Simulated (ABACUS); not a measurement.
Input and output of a self-consistent single point for GeTe(PbSe)2 (P1, 6 atoms in the cell; from Materials Project mp-1224368, changed as shown) (ABACUS).

Method: LDA (PW92), numerical atomic orbitals DZP (confined pseudo-atomic orbitals with Gaussian additions; energy shift 0.01 Ry), PseudoDojo 0.4 standard norm-conserving LDA (tails mended) pseudopotentials (ABACUS).

The change in words: lattice vector b scaled by 0.99. Reference geometry (P3m1):
```
GeTe(PbSe)2
1.0
    4.32053     0.00000     0.00000
   -2.16026     3.74169     0.00000
    0.00000     0.00000    10.83392
Ge Te Pb Se
1 1 2 2
Cartesian
  0.00000   0.00000   0.06717
  2.16027   1.24723   9.36755
  2.16027   1.24723   3.39448
  0.00000   2.49446   7.08777
  0.00000   2.49446   1.73744
  0.00000   0.00000   5.43029
```

Reference input (self-consistent single point, DFT, LDA (PW92), numerical atomic orbitals DZP (confined pseudo-atomic orbitals with Gaussian additions; energy shift 0.01 Ry), PseudoDojo 0.4 standard norm-conserving LDA (tails mended) pseudopotentials): basis = DZP numerical atomic orbitals, energy shift 0.01 Ry; KPT = Gamma 7 7 3 0 0 0; basis_type = lcao; dft_functional = PWLDA; ecutwfc = 100 Ry; smearing_method = fd; smearing_sigma = 0.00146997 Ry; potentials = PseudoDojo 0.4 standard norm-conserving LDA (tails mended); symmetry = 1; symmetry_prec = 1e-05; ks_solver = genelpa; scf_nmax = 100. This run's input differs from it in these lines:

```diff
@@ -39,3 +39,3 @@
    1.0000000506    0.0000000000    0.0000000000
-  -0.5000000253    0.8660255083    0.0000000000
+  -0.4949999440    0.8573652278    0.0000000000
    0.0000000000    0.0000000000    2.5075443402
@@ -53,3 +53,3 @@
 1
-   2.1602671603    1.2472284194    9.3675489280 1 1 1
+   2.1674681531    1.2347560986    9.3675489280 1 1 1
 
@@ -58,4 +58,4 @@
 2
-   2.1602671603    1.2472284194    3.3944838144 1 1 1
-  -0.0000021603    2.4944605806    7.0877671424 1 1 1
+   2.1674681531    1.2347560986    3.3944838144 1 1 1
+   0.0143998469    2.4695159014    7.0877671424 1 1 1
 
@@ -64,3 +64,3 @@
 2
-  -0.0000021603    2.4944605806    1.7374357504 1 1 1
+   0.0143998469    2.4695159014    1.7374357504 1 1 1
    0.0000000000    0.0000000000    5.4302857216 1 1 1
```

Output, abridged:

```
 SELF-CONSISTENT
 -------------------------------------------

                  longest orb rcut (Bohr) = 7.6
   longest nonlocal projector rcut (Bohr) = 2.46
                     search radius (Bohr) = 20.1

                          real space grid = [ 54, 54, 135 ]
                                 init_chg = atomic

 LCAO ALGORITHM --------------- ION=   1  ELEC=   1--------------------------------

 Density error is 0.0315104653798
 E_KohnSham     -1153.4064901805     -15692.9003766358
 E_Fermi        0.6490626198         8.8309499876

 LCAO ALGORITHM --------------- ION=   1  ELEC=   2--------------------------------

   [... lines left out ...]

   [... 8 blocks of this kind left out ...]

 LCAO ALGORITHM --------------- ION=   1  ELEC=  11--------------------------------

 Density error is 1.28911849965e-07
 E_KohnSham     -1153.4210999912     -15693.0991533082
 E_Fermi        0.6709172599         9.1282976210

 LCAO ALGORITHM --------------- ION=   1  ELEC=  12--------------------------------

 Density error is 3.05617484504e-08
 E_KohnSham     -1153.4210999912     -15693.0991533081
 E_KS(sigma->0) -1153.4210999912     -15693.0991533081
 E_entropy(-TS) -0.0000000000        -0.0000000000
 E_Fermi        0.6709172536         9.1282975358
 charge density convergence is achieved
 final etot is -15693.099153 eV
 EFERMI = 9.1282975358 eV

 STATE ENERGY(eV) AND OCCUPATIONS    NSPIN == 1
   [... 52 lines left out ...]

 TOTAL-FORCE (eV/Angstrom)
                       Ge1         0.0076767813         0.0135526586         0.0159465235
                       Te1        -0.0068330029        -0.0126533463        -0.0699381593
                       Pb1         0.0045905383         0.0083493684        -0.0168559750
                       Pb2         0.0028803129         0.0053604111        -0.0799330011
                       Se1        -0.0042903446        -0.0074892310         0.1005597255
                       Se2        -0.0040242850        -0.0071198608         0.0502208863

 TOTAL-STRESS (KBAR)
       -41.1268675337        -1.8514759918         1.0654813096
        -1.8514759918       -34.6527066191         1.8960691460
         1.0654813096         1.8960691460       -40.8350522925
 TOTAL-PRESSURE: -38.871542 KBAR

 --------------------------------------------
 !FINAL_ETOT_IS -15693.0991533081341913 eV
 --------------------------------------------
```

The run converged in 12 iterations. Against the reference run the free energy falls by 7.0 meV/atom, the pressure goes from -4.36 to -3.89 GPa and the largest force goes from 0.117 to 0.101 eV/Å.

Spin-orbit coupling is left out, which matters for bands and gaps with elements this heavy. The atom-centred basis is finite, which shifts total energies, pressures and forces against plane waves. The structure comes from a collection of computed structures, made at another level of theory; the collection holds predicted forms beside known ones.

Cost on one core: very roughly 40 core-seconds.

The atomic orbitals were generated for these runs; they are not ABACUS's published sets and were checked against plane waves on a few crystals only.

“Tails mended”: in these copies of the files the far tail of each local potential was reset to the Coulomb form.
